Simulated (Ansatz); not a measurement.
Question: Each is relaxed and computed with the program Ansatz at the PBE level (PAW). Which is the only metal?
A) Ba2Ti2N3F3, P-4m2 (Pearson symbol tP10)
B) CaTiO3, R3c (Ca on 6a, Ti on 6a, O on 18b)
C) TiC2, P-3m1 (Ti on 1a, C on 2d)
D) TiO2, Pbca (Ti on 8c, O on 8c, O on 8c)

Answer: C, TiC2, P-3m1 (Ti on 1a, C on 2d). TiC2: metal; CaTiO3: gap 3.00 eV (indirect); TiO2: gap 2.40 eV; Ba2Ti2N3F3: gap 1.38 eV. Typed or built starts, not in the databases checked: TiC2, P-3m1 (Ti on 1a, C on 2d); CaTiO3, R3c (Ca on 6a, Ti on 6a, O on 18b); Ba2Ti2N3F3, P-4m2 (Pearson symbol tP10). Began spin-polarised and lost the moments: CaTiO3, R3c (Ca on 6a, Ti on 6a, O on 18b); Ba2Ti2N3F3, P-4m2 (Pearson symbol tP10). All cells were relaxed under the symmetry of their starts (and spin orders); stability against distortions was not tested throughout. Rows with no word on spin ran without spin polarisation. Scalar-relativistic: spin–orbit coupling is off unless named, which matters more the heavier the elements.

Potentials: the earlier of the program's two PAW sets.
